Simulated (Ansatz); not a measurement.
With r²SCAN (plane waves, PAW; program Ansatz), InP in the tetragonal phase (P4_2/mnm; In on 4g, P on 4f) relaxes to a = 7.202 Å, c = 4.187 Å. Its formation energy from the elements is -0.31 eV/atom, with no fitted shifts.

It is gapped at this level: 1.17 eV (smallest direct gap 1.17 eV). The valence maximum lies on the M–Γ line, 93 % of the way from M and the conduction minimum at Γ. The screened hybrid HSE06 puts the gap at 1.49 eV. Gap from r²SCAN with spin–orbit coupling: 1.14 eV. Electrons at the band edge weigh 0.081, 0.091, 0.091 mₑ (principal values). The hole mass is 0.22, 1.0, 2.0 mₑ (principal values).

An equation-of-state fit gives a bulk modulus of 62.0 GPa. The relaxed-ion elastic constants in GPa are C11 = 80.6, C12 = 54.3, C13 = 44.1, C33 = 124, C44 = 25.8, C66 = 26.6. The elastic constants imply a Debye temperature near 257 K. Bader charges are In +0.98, P -0.98 e.

The start of the workflow was typed in or built on a structure type; neither database checked (COD, Materials Project) lists it. It is not the phase usual at ambient conditions (space group No. 216). Symmetry was held in the r²SCAN relaxation; whether a distortion lowers the energy is not shown. The volume moved by 22 % from the start of the relaxation. The references are the lowest solids computed at this level, not always the standard phases. Spin–orbit coupling is left out wherever it is not named.

Potentials: the later of the program's two PAW sets.
